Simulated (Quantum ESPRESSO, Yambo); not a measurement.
## CsNbN₂: DFT and GW levels

```
CELL_PARAMETERS angstrom
      0.00000     4.48116     4.48116
      4.48116     0.00000     4.48116
      4.48116     4.48116     0.00000
ATOMIC_POSITIONS crystal
  N  0.12500 0.12500 0.12500
  N  0.62500 0.12500 0.12500
  N  0.12500 0.12500 0.62500
  N  0.12500 0.62500 0.12500
  Nb 0.25000 0.25000 0.25000
  Nb 0.00000 0.00000 0.00000
  Cs 0.75000 0.75000 0.75000
  Cs 0.50000 0.50000 0.50000
```

The geometry is that of Materials Project entry mp-8978, symmetrised and not relaxed again.

Starting point: norm-conserving PBEsol (Quantum ESPRESSO, 84 Ry, scalar-relativistic). G0W0 in Yambo: 2×2×2 Γ-centred k mesh, bands 3 to 330 and a 8 Ry block in the screening, 330 bands in G with the Bruneval-Gonze terminator, plasmon pole fitted at 27.2 eV.

| Property | Result |
|---|---|
| PBEsol gap along the band path | 1.60 eV |
| PBEsol gap between the mesh's edge points (L → Γ) | 1.60 eV |
| G0W0 gap between the same points | 2.42 eV |
| PBEsol smallest direct gap on the mesh (at Γ) | 1.61 eV |
| G0W0 direct gap at that point | 2.45 eV |

| k point | band | E PBEsol (eV) | E QP (eV) | shift (eV) | Z |
|---|---|---|---|---|---|
| Γ | VB | -0.01 | -0.17 | -0.16 | 0.76 |
| Γ | CB | 1.60 | 2.27 | 0.68 | 0.79 |
| L | VB | 0.00 | -0.15 | -0.15 | 0.76 |
| L | CB | 2.09 | 2.71 | 0.62 | 0.79 |
| X | VB | -0.48 | -0.72 | -0.24 | 0.76 |
| X | CB | 2.74 | 3.33 | 0.58 | 0.79 |

Energies count from the PBEsol valence-band maximum.

Nearest settings tried, and what they do to the gap: 121 bands in W, 121 bands in G: +96 meV; 2 Ry block (65 vectors against 531): +18 meV. Not varied: mesh. So the settings aren't converged at that level. The k mesh is coarse.

Spin-orbit splittings are left out.

The structure is a Materials Project entry; no match was found in the copy of COD used, and its stability was not checked.
